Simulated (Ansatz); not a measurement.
SiGeC2 in space group P-4m2 (No. 115; Ge on 1c, Si on 1a, C on 2g) at seven volumes, plane-wave PAW PBE (Ansatz code), shape and atoms relaxed at each. One row is withheld.

| V (Å³/atom) | P (GPa) |
|---|---|
| 10.309 | 22.02 |
| 10.649 | 13.52 |
| 10.989 | ? |
| 11.328 | 0.00 |
| 11.668 | -5.35 |
| 12.008 | -9.92 |
| 12.348 | -13.83 |

Task: Fit the shown pressures and predict the withheld one.

Result: Third-order Birch–Murnaghan: P = (3/2)B₀(x^(7/2) − x^(5/2))[1 + (3/4)(B′ − 4)(x − 1)] with x = (V₀/V)^(2/3). Least squares on the six rows gives V₀ = 11.328 Å³/atom, B₀ = 192.0 GPa, B′ = 4.16. At V = 10.989, x = 1.0205 and P = 6.21 GPa. The run itself gave 6.24 GPa.

The start of the workflow was typed in or built on a structure type; neither database checked (COD, Materials Project) lists it. Whether it is the stable phase at ambient conditions was not checked. The cell was relaxed with PBE under the symmetry of its start; whether a distortion lowers the energy is not shown.

Potentials: the later of the program's two PAW sets.
